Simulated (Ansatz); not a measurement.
What moves the field gradients of Si3N4?

Cell of run 1: a structure deposited in the COD.

Space group P6_3/m (No. 176); a = 7.6018, c = 2.9066 Å, γ = 120.00°.

| site | Wyckoff | site symmetry | x | y | z |
| --- | --- | --- | --- | --- | --- |
| Si | 6h | m.. | 0.1773 | 0.7677 | 0.2500 |
| N7 | 2c | -6.. | 0.3333 | 0.6667 | 0.2500 |
| N9 | 6h | m.. | 0.3337 | 0.0323 | 0.2500 |

One atom of each set is listed.

Relaxed positions (PBE, cell held):

Si (0.1737, 0.7676, 0.2500)
N7 (0.3333, 0.6667, 0.2500)
N9 (0.3297, 0.0296, 0.2500)

All runs are DFT with Ansatz 0.2.0 (plane waves and PAW, scalar-relativistic unless spin–orbit coupling is named, Γ-centred meshes, Fermi–Dirac smearing where given) in this cell.

Run 1: PBE, atoms as given; 420 eV, 4×4×10 k-points, smearing 0.02 eV.
Run 2: PBE, atoms relaxed; 420 eV, 4×4×10 k-points, smearing 0.02 eV.
Run 3: r2SCAN, at the relaxed atoms; 500 eV, 4×4×10 k-points, smearing 0.02 eV.

```
run  Si V_zz (η)   N7 V_zz (η)   N9 V_zz (η)
  1  1.37 (0.70)  -4.56 (0.00)  -5.07 (0.01)
  2  0.98 (0.42)  -4.87 (0.00)  -4.93 (0.08)
  3            ?             ?             ?
```

V_zz in 10²¹ V/m².

Problem. Estimate the row of run 3.

Solution. Si: 0.98 (0.39); N7: -4.94 (0.00); N9: -4.92 (0.08). It lies nearest to run 2, from whose tensors on these sites it differs by 0.07 at most (largest principal value of the difference, on N7). Taken one at a time, the positions of the atoms (as given or relaxed) move the tensors on these sites by up to 0.48 (largest principal value of the change, on Si), the functional (r2SCAN with its higher cutoff) by 0.07 (N7).

In run 1 the atoms aren't at the calculated equilibrium (largest force 0.96 eV/Å). The cell isn't the equilibrium one in runs 1, 2 (calculated pressure 6, 6 GPa), and the entry's cell may itself be off.
